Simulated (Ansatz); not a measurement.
Theory: DFT PBE, scalar-relativistic, plane waves, PAW in Ansatz 0.2.0. All cells share a 420 eV cutoff and Γ-centred k meshes spaced about 0.3 Å⁻¹ or finer (0.25 for metals, 2π included). No spin polarisation.

Temperature and zero-point effects are left out.

Two forms of WCl4F2 were relaxed alike.

1.

```
W Cl F
1.0
    -3.74174    5.24091    3.28033
     3.74174   -5.24091    3.28033
     3.74174    5.24091   -3.28033
W Cl F
1 4 2
Direct
  0.99081 0.99081 0.00000
  0.75112 0.97243 0.22131
  0.75112 0.52982 0.77869
  0.22346 0.00439 0.21907
  0.78531 0.00439 0.78093
  0.19809 0.37098 0.17289
  0.19809 0.02519 0.82710
```

2.

```
W Cl F
1.0
     6.56031    0.00000    0.00000
     3.17860    6.01170    0.00000
     3.16734    2.07451    5.85431
W Cl F
1 4 2
Direct
  0.00211 0.99684 0.99298
  0.35992 0.77531 0.80948
  0.87669 0.67191 0.22888
  0.11591 0.33060 0.78131
  0.81642 0.08504 0.73999
  0.71601 0.17577 0.15491
  0.14094 0.93252 0.20844
```

Question: Which would you expect to be lower, and how large is the difference?

Answer: They are level within the accuracy (1 meV/atom apart, with cell 2 the lower in these runs). Cell 1 has space group Imm2 (No. 44), 36.8 Å³/atom and a gap of 2.22 eV on its mesh; cell 2 has space group P1 (No. 1), 33.0 Å³/atom and a gap of 2.34 eV. Counting Cl or F atoms around W (for each partner element, those within 1.25 times its shortest distance or 1.15 times the sum of covalent radii, where it is the nearest in units of that sum or under 1.3), cell 1 and cell 2 both have W 6. Both come from trial cells of a structure search.

No dispersion correction is applied, so the spacing and binding between layers, chains or molecules are poorly described (Imm2, P1), and this can change margins and order among such cells. These runs have no spin–orbit coupling, which can matter for W. Kohn–Sham gaps at this level usually fall short of measured ones. With atoms moved at random, cell 2 came back. Cell 1 had no clear such test and can be a saddle point.
